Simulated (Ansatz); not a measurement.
## Profile along the Zn–Ag line in ZnAg (CsCl type)

ZnAg (CsCl type)

Space group Pm-3m (No. 221); a = 3.0769 Å, b = 3.0769 Å, c = 3.0769 Å, α = 90.00°, β = 90.00°, γ = 90.00°

```
atom  site  symmetry       x       y       z
----  ----  --------  ------  ------  ------
Zn      1b      m-3m  0.5000  0.5000  0.5000
Ag      1a      m-3m  0.0000  0.0000  0.0000
```

Fields along a shortest Zn–Ag line of a {110} plane (2.66 Å), from Zn to Ag, interpolated on the slice's grid (step about 0.2 Å). All values below come from LDA (plane waves to 420 eV, PAW, scalar-relativistic; Ansatz, a first-principles code). k mesh 15×15×15. These are valence fields of a PAW run, semicore shells included where kept as valence: close to a nucleus they are smooth pseudo fields. ZnAg was relaxed with its symmetry unable to fall.

```
distance from Zn (Å)  valence electron density (e/Å³)  electron localisation function
--------------------  -------------------------------  ------------------------------
0.00                                            45.91                               x
0.27                                            21.26                               x
0.53                                             3.22                            0.04
0.80                                             0.72                            0.19
1.06                                             0.31                            0.20
1.33                                             0.28                            0.23
1.60                                             0.51                            0.23
1.86                                             1.98                            0.40
2.13                                             7.57                            0.59
2.39                                            16.37                               x
2.66                                            21.17                               x
```

x: too close to a nucleus for the ELF to mean much.

Density on the Zn–Ag line (2.66 Å) at its density minimum, 1.3 Å from Zn: 0.27 e/Å³. ELF at that point: 0.2.
